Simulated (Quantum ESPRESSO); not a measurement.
MgS (rock salt, space group Fm-3m, No. 225) has an indirect gap of 2.73 eV with PBEsol (pw.x of Quantum ESPRESSO, ONCV potentials, scalar-relativistic). After an isotropic strain (on all lattice vectors, atoms relaxed) the gap is indirect, 2.82 eV.

Problem. Which strain was applied?
(A) -0.7 %
(B) -3 %
(C) +2 %
(D) -1.5 %
(E) +1 %

Solution. D, -1.5 %. Gaps found: -3 %: 2.90 eV (indirect); -1.5 %: 2.82 eV (indirect); -0.7 %: 2.77 eV (indirect); 0 %: 2.73 eV (indirect); 1 %: 2.67 eV (indirect); 2 %: 2.61 eV (indirect).
